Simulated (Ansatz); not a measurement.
**Clamped-ion strain scan in Cu**

Theory: Ansatz 0.2.0, DFT PBEsol+D3(BJ), scalar-relativistic, plane waves, PAW. Cutoff 420 eV, Γ-centred 6×26×4 k-points, Gaussian smearing of 0.15 eV. No spin polarisation. Energies are free energies at this smearing, counted from the undisturbed cell; pressure is positive in compression.

Reference structure (relaxed at this level; this form isn't the usual structure):

```yaml
crystal:
  lattice:
    - [11.56832, 0.00000, 0.00000]
    - [0.00000, 2.25464, 0.00000]
    - [-4.59485, 0.00000, 21.74316]
  atoms:
    - { symbol: Cu, position: [0.50000, 0.50000, 0.50000] }
```

The cell is strained by ε times the Voigt pattern (1, 1, 0, 0, 0, 0) (xx, yy, zz, yz, xz, xy; engineering shear) with fractional coordinates fixed. The cell is metallic on the mesh throughout.

```tsv
ε	ΔE (meV/atom)	stress summed along the pattern (GPa, tension positive)	pressure (GPa)
-0.1500	?	?	1.3
-0.1125	317.3	-2.21	0.7
-0.0750	120.9	-1.14	0.4
0.0000	0.0	0.01	0.0
0.0375	21.5	0.29	-0.1
0.1125	147.5	?	?
0.1500	233.1	0.59	-0.2
```

Problem. Give the withheld values.

Solution. ΔE (meV/atom) at ε = -0.1500: 659.8; stress summed along the pattern (GPa, tension positive) at ε = -0.1500: -3.85; stress summed along the pattern (GPa, tension positive) at ε = 0.1125: 0.55; pressure (GPa) at ε = 0.1125: -0.2.

Cost: 7 runs of about 5.6 core-minutes in all, on Intel Xeon 6975P-C (Granite Rapids) (shared hosts).